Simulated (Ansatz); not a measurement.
In PBE (plane waves, PAW; program Ansatz), AsSi₃₁ in the cubic phase (I-43m; Pearson symbol cI64) relaxes to a = 10.942 Å. As has 4 nearest neighbours from 2.45 Å (tetrahedral); Si on 6b has 4 nearest neighbours from 2.37 Å (tetrahedral); Si on 24g has 4 nearest neighbours from 2.36 Å (tetrahedral); Si on 8c has 4 nearest neighbours from 2.36 Å (tetrahedral). Its formation energy from the elements is 1.4 kJ/mol-atom, with no fitted shifts.

Electronic character: metallic (no gap).

The bulk modulus is 87.3 GPa. The relaxed-ion elastic constants in GPa are C11 = 136, C12 = 63.8, C44 = 58.5. The elastic constants imply a Debye temperature near 542 K. Bader charges are As -0.87, Si 0.00 to +0.12 e.

The start of the workflow was typed in or built on a structure type; neither database checked (COD, Materials Project) lists it. Its standing as an ambient phase is unchecked. The cell was relaxed with PBE under the symmetry of its start; whether a distortion lowers the energy is not shown. As this level gives no gap, shear constants depend on the k-mesh and smearing (Fermi–Dirac, 0.1 eV here). The references are the lowest solids computed at this level, not always the standard phases. Spin–orbit coupling is left out wherever it is not named.

Potentials: the later of the program's two PAW sets.
